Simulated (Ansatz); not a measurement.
CdPbO₂ (P-3m1) at 2 levels of theory

One geometry, relaxed with PBE; plane waves with PAW potentials in Ansatz, scalar-relativistic. No spin polarisation. Gaps are the least over mesh and band path; pressure is positive in compression.

```xyz
4
Lattice="3.4624 0.0000 0.0000 -1.7312 2.9985 0.0000 0.0000 0.0000 6.1525" Properties=species:S:1:pos:R:3 pbc="T T T"
Cd    0.0000    0.0000    3.0763
Pb    0.0000    0.0000    0.0000
O     0.0000    1.9990    1.7096
O     1.7312    0.9995    4.4430
```

| level | cutoff (eV) | k mesh | gap (eV) | pressure (GPa) |
| --- | --- | --- | --- | --- |
| PBE | 420 | 12×12×6 | 0.26 | 0.0 |

Problem. What comes out on the same cell with PBEsol?

Solution.
```
 level  cutoff (eV)   k mesh  gap (eV)  pressure (GPa)
PBEsol          420  12×12×6      0.19            -5.1
```

Spin-orbit coupling matters for the bands of heavy elements and is left out.

The structure comes from a generated guess; another structure or a mixture of phases may lie lower.
